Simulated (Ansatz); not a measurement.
BaMg₂FeH₈ in space group P-3m1 (No. 164; Pearson symbol hP12), r²SCAN (plane waves, PAW; program Ansatz), all energies at zero smearing, with the estimated change up to a 700 eV cutoff added, with one set of potentials and settings (totals compare only within such a set). Cell of 12 atoms (1 Ba, 2 Mg, 1 Fe, 8 H): -14435.995 eV.

```tsv
element	reference phase	E (eV/atom)
Ba	Im-3m, 1 atoms in the cell	-5964.4614
Mg	P6_3/mmc, 2 atoms in the cell	-1926.4086
Fe	Im-3m, 1 atoms in the cell, spin-polarised	-4485.8961
H	P2_12_12_1, 8 atoms in the cell	-15.9458
```

Formation energy per atom, worked out: (-14435.995 − 1×(-5964.4614) − 2×(-1926.4086) − 1×(-4485.8961) − 8×(-15.9458))/12 = -0.438 eV/atom (-42 kJ per mol of atoms), at 0 K, without zero-point energy or fitted corrections.

The first step of the workflow began from a Materials Project structure, measured or hypothetical; the Crystallography Open Database copy checked does not list it. Whether it is the stable phase at ambient conditions was not checked. Symmetry was held in the r²SCAN relaxation; whether a distortion lowers the energy is not shown. The run is not spin-polarised. The references are the lowest solids computed at this level, not always the standard phases (solids in place of the gases). Spin–orbit coupling is left out wherever it is not named.

Potentials: the later of the program's two PAW sets.
